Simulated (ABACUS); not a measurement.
Consider a self-consistent single point of Mg₄Te₃Se (Pmm2, 8 atoms in the cell; from Materials Project mp-1222094, changed as shown).

```
CELL_PARAMETERS angstrom
      4.66226     0.00000     0.00000
      0.00000     4.57085     0.00000
      0.00000     0.00000    12.87310
ATOMIC_POSITIONS crystal
  Mg 0.50000 0.00000 0.60787
  Mg 0.00000 0.50000 0.39213
  Mg 0.50000 0.00000 0.13068
  Mg 0.00000 0.50000 0.86932
  Te 0.50000 0.50000 0.26162
  Te 0.50000 0.50000 0.73838
  Te 0.00000 0.00000 0.00000
  Se 0.00000 0.00000 0.50000
```

Level of theory: PBEsol, PseudoDojo 0.4 standard norm-conserving PBEsol (tails mended) pseudopotentials (plane waves; ABACUS).

ABACUS settings:

```
setting                                                                  value
---------------  -------------------------------------------------------------
KPT                                                             MP 3 3 1 0 0 0
basis_type                                                                  pw
dft_functional                                                          PBESOL
ecutwfc                                                                  86 Ry
smearing_method                                                          fixed
potentials       PseudoDojo 0.4 standard norm-conserving PBEsol (tails mended)
symmetry                                                                     1
symmetry_prec                                                            1e-05
ks_solver                                                         dav_subspace
scf_nmax                                                                   100
scf_thr                                                             1.0e-09 Ry
mixing_type                                                              pulay
mixing_beta                                                                0.7
```

Results:

| Property | Result |
|---|---|
| Number of valence electrons | 104 |
| Number of bands | 63 |
| Number of k-points after the program's reduction | 4 |
| Number of plane waves (most at a k-point) | 24946 |
| Number of SCF iterations | 9 |
| FFT grid | 54 × 54 × 144 |
| Free energy E − TS | -18297.1472 eV |
| Pressure | -2.69 GPa |
| Largest force (vector length) | 0.108 eV/Å |

Forces (eV/Å):
```tsv
atom	Fx	Fy	Fz
Mg1	0.000	0.000	-0.014
Mg2	0.000	0.000	-0.103
Mg3	0.000	0.000	-0.027
Mg4	0.000	0.000	-0.108
Te5	0.000	0.000	0.078
Te6	0.000	0.000	0.054
Te7	0.000	0.000	0.067
Se8	0.000	0.000	0.053
```

Stress (GPa, positive for compression):
```
-3.08   0.00   0.00
 0.00  -2.02   0.00
 0.00   0.00  -2.98
```

For comparison: a first run was changed to give this one (lattice vector a scaled by 1.02), and from it to this one the free energy rises by 10.5 meV/atom, the pressure goes from -2.14 to -2.69 GPa and the largest force goes from 0.045 to 0.108 eV/Å.

Spin-orbit coupling is left out, which matters for bands and gaps with elements this heavy. The structure comes from a collection of computed structures, made at another level of theory; the collection holds predicted forms beside known ones. Its lattice was then scaled.

Cost on one core: roughly 60 core-seconds.

“Tails mended”: in these copies of the files the far tail of each local potential was reset to the Coulomb form.
